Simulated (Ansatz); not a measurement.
# Cs (bcc)

Method: PBEsol, scalar-relativistic; no spin polarisation; PAW, 420 eV, Γ-centred 10×10×10 mesh, 0.05 eV Gaussian smearing; code Ansatz; PAW files: Ansatz's generated set soft_2.

```xyz
1
Lattice="-3.0250 3.0250 3.0250 3.0250 -3.0250 3.0250 3.0250 3.0250 -3.0250" Properties=species:S:1:pos:R:3 pbc="T T T"
Cs    0.0000    0.0000    0.0000
```

At this volume the pressure is -0.04 GPa.

Path: Γ–H–N–Γ–P–H | P–N, with Γ = (0.000, 0.000, 0.000), H = (0.500, -0.500, 0.500), N = (0.000, 0.000, 0.500), P = (0.250, 0.250, 0.250) in reciprocal vectors of the calculation's cell.

**Question.** Is it a metal or an insulator, and if it has a gap, where are the band edges on this path?

**Answer.** A metal: bands cross the Fermi level.

Bands as a text map, energy in eV from the Fermi level (dashes), each leg drawn with the same width:
```
  1.71 |   *         ****       *                  **
  1.50 |                 *       *               **  
  1.29 |    *           *         *     *      **    
  1.07 |               *           **       ***      
  0.86 |     *     ****              ****    ********
  0.64 |      *****                *     ***   *     
  0.43 |     *     *                            *    
  0.21 |            *                            *   
  0.00 |-------------**-----------*---------------***
 -0.21 |    *          *                             
 -0.43 |                *        *                   
 -0.64 |                                             
 -0.86 |   *             *                           
 -1.07 |                        *                    
 -1.29 |  *               *    *                     
 -1.50 |                   *                         
 -1.71 |**                  ***                      
 -1.93 |                                             
 -2.14 |                                             
 -2.36 |                                             
 -2.57 |                                             
 -2.79 |                                             
 -3.00 |                                             
 -3.21 |                                             
 -3.43 |                                             
 -3.64 |                                             
 -3.86 |                                             
 -4.07 |                                             
        Γ      H      N      Γ      P      HP       N
```

With 9 valence electrons in the calculation's cell and no magnetic order, the bands, two electrons each, can't all be full or empty: band theory demands a metal.

No spin–orbit coupling, a notable omission for heavy elements.
